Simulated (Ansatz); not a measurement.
La$_{2}$MgSi$_{2}$ in space group P4/mbm (No. 127; La on 4h, Mg on 2a, Si on 4g), PBE (plane waves, PAW; program Ansatz), all energies at zero smearing, with the estimated change up to a 700 eV cutoff added, with one set of potentials and settings (totals compare only within such a set). Cell of 10 atoms (4 La, 2 Mg, 4 Si): -31397.864 eV.

```tsv
element	reference phase	E (eV/atom)
La	P6_3/mmc, 4 atoms in the cell	-6250.0953
Mg	P6_3/mmc, 2 atoms in the cell	-1923.8026
Si	Fd-3m, 2 atoms in the cell	-635.8096
```

Formation energy per atom, worked out: (-31397.864 − 4×(-6250.0953) − 2×(-1923.8026) − 4×(-635.8096))/10 = -0.664 eV/atom (-64 kJ per mol of atoms), at 0 K, without zero-point energy or fitted corrections.

The first step of the workflow began from a Materials Project structure, measured or hypothetical; the Crystallography Open Database copy checked does not list it. Its standing as an ambient phase is unchecked. The cell was relaxed with PBE under the symmetry of its start; its stability against distortions is not shown here. The references are the lowest solids computed at this level, not always the standard phases. Spin–orbit coupling is left out wherever it is not named.

Potentials: the later of the program's two PAW sets.
